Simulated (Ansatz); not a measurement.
Ga2O3:
```
CELL_PARAMETERS angstrom
      1.39447    -4.63745     0.00000
      1.39447     4.63745     0.00000
      0.00000     0.00000     7.14915
ATOMIC_POSITIONS crystal
  Ga 0.24839 0.75161 0.25000
  Ga 0.75161 0.24839 0.75000
  Ga 0.00000 0.00000 0.50000
  Ga 0.00000 0.00000 0.00000
  O  0.36183 0.63817 0.92581
  O  0.63817 0.36183 0.07419
  O  0.63817 0.36183 0.42581
  O  0.36183 0.63817 0.57419
  O  0.10530 0.89470 0.75000
  O  0.89470 0.10530 0.25000
```

PBEsol (plane waves, PAW; program Ansatz) gives a gap of 1.48 eV without spin–orbit coupling, maximum on the Σ0–Γ line, 79 % of the way from Σ0, minimum at Γ.

Problem. What happens when spin–orbit coupling is switched on?

Solution. The gap is nearly the same, to 1.48 eV; maximum on the Σ0–Γ line, 79 % of the way from Σ0, minimum at Γ.

Problem. Give the electron effective mass with spin–orbit coupling.

Solution. 0.18, 0.18, 0.20 mₑ (principal values).

Space group Cmcm. The first step of the workflow began from a Materials Project structure, measured or hypothetical; the Crystallography Open Database copy checked does not list it. It is not the phase usual at ambient conditions (space group No. 12, 167). Symmetry was held in the PBEsol relaxation. At this level the phase is mechanically unstable.

Potentials: the later of the program's two PAW sets.
